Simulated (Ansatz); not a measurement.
**Relaxing a structure of Ru**

The start is a relaxed Ru cell displaced along its unstable phonon at q = (½, 0, 0) of its primitive reciprocal cell (262i cm⁻¹), largest move 0.15 Å. Cell shape, volume and atoms are optimised at zero target pressure with r2SCAN (plane waves to 500 eV, PAW, scalar-relativistic; Ansatz, an electronic-structure program). The first steps use a coarse 15×15×15 k-mesh.

Initial structure:
```
Ru
1.0
   -3.03269     3.03269     3.03269
    1.51635    -1.51635     1.51635
    1.51635     1.51635    -1.51635
Ru
2
Direct
  0.00000   0.96503   0.03497
  0.50000   0.03497   0.96503
```

| Quantity | Value |
|---|---|
| Largest initial force | 1.84 eV/Å, on Ru1, Ru2 (atoms numbered as listed) |
| Energy released | 0.45 eV/atom |
| Volume change | -3.1 %, from 13.95 to 13.51 Å³/atom |
| Relative to the parent | It does not go back: it reaches P6₃/mmc (No. 194), hcp (Mg type), 0.65 eV/atom below the parent |
| Shortest distances (start → end) | The closest pairs of elements (up to four, under 3.6 Å), start → end: Ru–Ru 2.63 → 2.64 Å |
| Band gap at the end | no gap (metallic) |
| Optimiser moves | 10 |

It ends as:

Space group P6₃/mmc (No. 194); a = b = 2.7058 Å, c = 4.2623 Å, α = β = 90.00°, γ = 120.00°

```tsv
atom	site	symmetry	x	y	z
Ru	2c	-6m2	0.3333	0.6667	0.2500
```

Final values are on a 20×20×11 k-mesh of the relaxed cell. No spin polarisation in the result.

The run could not lose the symmetry of its start.

Of the parent cell (Im-3m (No. 229)): it is a generated cell of Ru: the first start was made by placing the elements on the sites of a structure type, and the end was not matched to a known phase here, so it may be hypothetical. Known forms of Ru include space group No. 194.
